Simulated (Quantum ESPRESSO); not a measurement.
PbI2 has the hexagonal space group P6₃mc (No. 186), Pearson symbol hP6. Conventional cell: a = b = 4.618 Å, c = 14.551 Å, α = β = 90.00°, γ = 120.00°. I1 on 2b is coordinated by 3 Pb at 3.259 Å (trigonal pyramidal). I2 on 2a is surrounded by 3 Pb at 3.256 Å (trigonal pyramidal). Pb on 2b is surrounded by 6 I at 3.256–3.259 Å (octahedral). (Neighbours: up to the widest gap in distance over summed covalent radii, below 1.35, at either atom; cation-cation contacts left out.)

The geometry is that of Materials Project entry mp-567503, symmetrised and not relaxed again.

### Question
What does norm-conserving PBEsol (Quantum ESPRESSO, 70 Ry, no spin-orbit coupling) give for the electronic structure near the Fermi level?

### Answer
The PBEsol gap is direct, 2.25 eV at Γ. Spin-orbit coupling is left out; with 6p states at a band edge it can lower the gap by many tenths of an eV, most of a small gap.

This is not the ordinary phase of the substance.
